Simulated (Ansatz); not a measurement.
The guess for Ta2F was proposed by analogy with related compounds (P4/nmm, No. 129). Its size is a guess.

```cif
data_structure
_symmetry_space_group_name_H-M 'P4/nmm:1'
_symmetry_Int_Tables_number 129
_cell_length_a 3.0500
_cell_length_b 3.0500
_cell_length_c 9.2500
_cell_angle_alpha 90.000
_cell_angle_beta 90.000
_cell_angle_gamma 90.000
_cell_volume 86.05
loop_
_atom_site_label
_atom_site_type_symbol
_atom_site_symmetry_multiplicity
_atom_site_Wyckoff_symbol
_atom_site_fract_x
_atom_site_fract_y
_atom_site_fract_z
_atom_site_occupancy
Ta1 Ta 2 c 0.50000 0.00000 0.73200 1
Ta2 Ta 2 c 0.00000 0.50000 0.91100 1
F1 F 2 c 0.00000 0.50000 0.62000 1
```

All numbers below come from DFT PBE, scalar-relativistic, plane waves, PAW (Ansatz). Cutoff 420 eV, Gaussian smearing, Γ-centred meshes. Cell and atoms relax first on a coarse mesh, the cell is then made exact in the group found at 0.06 to 0.08 Å, and last on a converged mesh; the steps can't lower the symmetry of their start. No spin polarisation.

A guess keeps its type if space group and coordination stay and the shape of the cell changes little (axis ratios within about 15 %, angles within 6°); the volume may change.

**Question.** Will the relaxed cell still be of the starting type?

**Answer.** It doesn't keep its type. The symmetry stays P4/nmm (No. 129). The volume per atom grows by 39.4 %, from 14.3 to 20.0 Å³. The shortest distance goes from 2.39 Å (Ta–F) to 1.87 Å (Ta–F). The ratio c/a of the conventional cell changes by a factor of 1.16. Counting neighbours within 15 % of an atom's shortest distance, the start has F 5, Ta 8/13 and the end F 1, Ta 1/12. In detail, at the end Ta on its first site is surrounded by 1 F at 1.87 Å, 4 Ta at 2.86 Å and 5 Ta at 3.24–3.39 Å; around Ta on its second site lie 8 Ta at 2.84–2.86 Å and 5 Ta at 3.24–3.39 Å; F is surrounded by 1 Ta at 1.87 Å.

```cif
data_structure
_symmetry_space_group_name_H-M 'P 1'
_symmetry_Int_Tables_number 1
_cell_length_a 3.2423
_cell_length_b 3.2423
_cell_length_c 11.4106
_cell_angle_alpha 90.000
_cell_angle_beta 90.000
_cell_angle_gamma 90.000
_cell_volume 119.95
loop_
_atom_site_label
_atom_site_type_symbol
_atom_site_fract_x
_atom_site_fract_y
_atom_site_fract_z
_atom_site_occupancy
Ta1 Ta 0.50000 0.00000 0.77624 1
Ta2 Ta 0.00000 0.50000 0.92668 1
Ta3 Ta 0.00000 0.50000 0.22376 1
Ta4 Ta 0.50000 0.00000 0.07332 1
F1 F 0.00000 0.50000 0.38767 1
F2 F 0.50000 0.00000 0.61233 1
```

Formation energies are uncorrected and refer to the elements' standard structures at the same level (F₂ as a molecule).

**Question.** At what energy does it end?

**Answer.** −0.98 eV/atom.

The last run used a 10×10×4 mesh (in the run's order of axes) for its 6-atom cell and Gaussian smearing of 0.10 eV. Weakly bound directions are ill-defined at this level, which has no dispersion term. These runs have no spin–orbit coupling, which can matter for Ta. A later test with randomly moved atoms came back to the same energy, though modes that don't fit the test's cell weren't probed. Another cell of the same search, in P-1, lies 170 meV/atom lower, so this cell isn't the stable form at this level.

In counts of neighbours, a slash parts the counts of unlike sites.
